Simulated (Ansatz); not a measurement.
Pb, DFT, LDA, PAW with Ansatz's default frozen-core files, scalar-relativistic (Ansatz 0.2.0), run on 1 thread of Arm Neoverse V1 on a shared host.

Structure from Materials Project entry mp-1247117 (possibly hypothetical), not relaxed further. The listed cell was then made from it by scaling, straining or moving an atom.

Command: `ansatz run input.yaml --threads 1 --pin off --max-ram 3072MiB --backend cpu --events-out ev --progress --plain --runs-dir out`

```yaml
crystal:
  lattice:
    - [0.0, 3.4274982972, 3.4274982972]
    - [3.4274982972, 0.0, 3.4274982972]
    - [3.4274982972, 3.4274982972, 0.0]
  atoms:
    - { symbol: Pb, position: [0.0, 0.0, 0.0] }
    - { symbol: Pb, position: [0.25, 0.25, 0.25] }
kpoints:
  mp_grid: { grid: [8, 8, 8] }
scf:
  occupations: { method: fermi_dirac, width: 0.05 }
hamiltonian:
  xc: lda
  pseudopotentials: { kind: paw }
output:
  forces: true
  stress: true
  eigenvalues: true
  efg: { contact_densities: true }
```

Q: How large is the problem that the program sets up?

A: 29 irreducible k-points, 1591 plane waves at Γ, 18 bands.

Q: About how long does it take, and how much memory does it use?

A: 4.2 s of wall time for 6 SCF iterations, with a peak of 0.37 GiB. Times on shared machines scatter by tens of per cent.

Q: And the same cell and mesh by crystal-made all-electron datasets, asked for forces, stress, eigenvalues, efg, on the same hardware?

A: 4.4 s, peak memory 0.34 GiB.
